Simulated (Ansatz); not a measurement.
The start is a generated cell, Au placed in the diamond structure type. A full variable-cell relaxation at zero pressure is run with r2SCAN (plane waves to 500 eV, PAW, scalar-relativistic; Ansatz, a program for electronic structure). The first steps use a coarse 10×10×10 k-mesh.

Starting cell:
```
Au
1.0
    0.00000     2.89208     2.89208
    2.89208     0.00000     2.89208
    2.89208     2.89208     0.00000
Au
2
Direct
  0.25000   0.25000   0.25000
  0.00000   0.00000   0.00000
```

Q: How much energy is released per atom?

A: 0.15 eV/atom.

Q: How does the volume per atom move from start to end?

A: +15.9 %, from 24.19 to 28.03 Å³/atom.

Q: How do the shortest distances between atoms change?

A: The closest pairs of elements (up to four, under 3.6 Å), start → end: Au–Au 2.50 → 2.63 Å.

Q: What band gap does the relaxed structure have at this level?

A: Zero (metallic).

The space group stays Fd-3m (No. 227) (the run could not lower it); the end is diamond type, with 2 atoms in the primitive cell. Final values are on a 13×13×13 k-mesh of the relaxed cell. No spin polarisation in the result.

The run could not lower the symmetry of its start; a shaken copy of this end point relaxes with r2SCAN to Fm-3m (No. 225), 0.80 eV/atom lower.

The relaxed structure here is a generated cell of Au: the first start was made by placing the elements on the sites of a structure type, and the end was not matched to a known phase here, so it may be hypothetical. Known forms of Au include space group No. 225.
